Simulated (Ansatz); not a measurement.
Data:

C:
Space group I4/mmm (No. 139); a = b = 4.365 Å, c = 2.502 Å, α = β = γ = 90.00°

```
atom  site  symmetry       x       y       z
----  ----  --------  ------  ------  ------
C       8h      m.2m  0.1803  0.1803  0.0000
```
(The calculation used a cell of 4 atoms; values per cell refer to that cell.)

This is the r²SCAN-relaxed structure.

All from r²SCAN in the plane-wave PAW code Ansatz, unless another level is named. Estimate the electron effective mass.

0.35, 0.35, 0.50 mₑ (principal values).

What about the smallest direct gap on the standard path?

4.96 eV.

Predict the valence-band maximum.

at M.

The start of the workflow was typed in or built on a structure type; the Crystallography Open Database copy checked does not list it. It is not the phase usual at ambient conditions (space group No. 194, 227). The cell was relaxed with r²SCAN under the symmetry of its start; whether a distortion lowers the energy is not shown.

Potentials: the later of the program's two PAW sets.
